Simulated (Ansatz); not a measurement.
## Comparing deformations in BN

Level of theory: DFT PBE, scalar-relativistic, plane waves, PAW (Ansatz). Settings: plane waves to 420 eV, k-mesh 12×12×6 (Γ-centred), Gaussian smearing 0.05 eV. No spin polarisation. Energies are free energies at this smearing, counted from the undisturbed cell; pressure is positive in compression.

The undisturbed cell (as given, not relaxed at this level; it stands at 0.0 GPa; this wurtzite form isn't the usual structure):

```
B N
1.0
     2.55394    0.00000    0.00000
    -1.27697    2.21178    0.00000
     0.00000    0.00000    4.22685
B N
2 2
Cartesian
  1.2770 0.7373 4.2257
  0.0000 1.4745 2.1123
  1.2770 0.7373 2.6430
  0.0000 1.4745 0.5295
```

The cell is strained by ε times a Voigt pattern (xx, yy, zz, yz, xz, xy; engineering shear) with fractional coordinates fixed. τ = (1/V0) dE/dε comes from the stress tensor. Of each scan, only the three points used here are listed.

```csv
pattern,ε,τ (GPa)
"(1, 1, 0, 0, 0, 0)",-0.0050,-11.14
"(1, 1, 0, 0, 0, 0)",0.0000,-0.40
"(1, 1, 0, 0, 0, 0)",0.0050,9.93
"(0, 0, 0, 0, 0, 1)",-0.0025,-1.02
"(0, 0, 0, 0, 0, 1)",0.0000,0.00
"(0, 0, 0, 0, 0, 1)",0.0025,1.02
```

Question: Which constants do the scans give, and which deformation costs least for the same size of strain tensor?

Answer: The slope dτ/dε at zero (parabola through three points) is pᵀCp: (1, 1, 0, 0, 0, 0) gives C11 + C22 + 2 C12 = 2107 GPa; (0, 0, 0, 0, 0, 1) gives C66 = 407 GPa. The size of the strain tensor, ε:ε, is ε² times 2.0, 0.5. Per unit of it the stiffnesses are 1053, 814 GPa, so (0, 0, 0, 0, 0, 1) is the softest of these: at ε:ε = (1 %)² the quadratic term costs 1.52 meV/atom against 1.96 for the stiffest. These are clamped-ion values.

Forces appear on the atoms along this scan, and letting them relax would lower the energy and soften the response.